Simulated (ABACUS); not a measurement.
Set-up for a self-consistent single point of CdHgSe2 (R3m, 4 atoms in the cell; from Materials Project mp-1226733, changed as shown).

```
CELL_PARAMETERS angstrom
      2.20115     1.27083     7.18139
     -2.20115     1.27083     7.18139
      0.00000    -2.54167     7.18139
ATOMIC_POSITIONS crystal
  Cd 0.50033 0.50033 0.50033
  Hg 0.99985 0.99985 0.99985
  Se 0.87235 0.87235 0.87235
  Se 0.37560 0.37560 0.37560
```

Level of theory: PBEsol, PseudoDojo 0.4 standard norm-conserving PBEsol (tails mended) pseudopotentials (plane waves; ABACUS).

ABACUS settings:

- KPT: Gamma 4 4 4 0 0 0
- basis_type: pw
- ecutwfc: 102 Ry
- smearing_method: fd
- smearing_sigma: 0.00734986 Ry
- potentials: PseudoDojo 0.4 standard norm-conserving PBEsol (tails mended)
- symmetry: 1
- ks_solver: dav_subspace
- scf_nmax: 100
- scf_thr: 1.0e-09 Ry
- mixing_type: pulay
- mixing_beta: 0.4

Results:

| Property | Value |
|---|---|
| Number of valence electrons | 72 |
| Number of bands | 46 |
| Number of k-points after the program's reduction | 13 |
| Number of plane waves (most at a k-point) | 14239 |
| Number of SCF iterations | 9 |
| FFT grid | 96 × 96 × 96 |
| Free energy E − TS | -15892.3077 eV |
| Fermi level (on the code's own zero) | 7.42 eV |
| Pressure | -2.41 GPa |
| Largest force (vector length) | 0.228 eV/Å |

Forces (eV/Å):
```json
[
 {"atom": "Cd1", "Fx": "0.000", "Fy": "0.000", "Fz": "-0.043"},
 {"atom": "Hg2", "Fx": "0.000", "Fy": "0.000", "Fz": "-0.102"},
 {"atom": "Se3", "Fx": "0.000", "Fy": "0.000", "Fz": "0.228"},
 {"atom": "Se4", "Fx": "0.000", "Fy": "0.000", "Fz": "-0.083"}
]
```

Stress (GPa, positive for compression):
```
-2.19   0.00   0.00
 0.00  -2.19   0.00
 0.00   0.00  -2.85
```

For comparison: a first run was changed to give this one (atom 3 moved by -0.04 angstrom along z), and from it to this one the free energy rises by 1.3 meV/atom, the pressure hardly changes (-2.42 to -2.41 GPa) and the largest force goes from 0.030 to 0.228 eV/Å.

The structure comes from a collection of computed structures, made at another level of theory; the collection holds predicted forms beside known ones. Its lattice was then scaled. No clean gap shows at this smearing width and mesh (spacing up to 0.42 Å⁻¹); the mesh is coarse for partly filled bands, so the values carry mesh errors. Semi-local functionals can close small gaps.

Cost on one core: very roughly 9 core-minutes.

“Tails mended”: in these copies of the files the far tail of each local potential was reset to the Coulomb form.
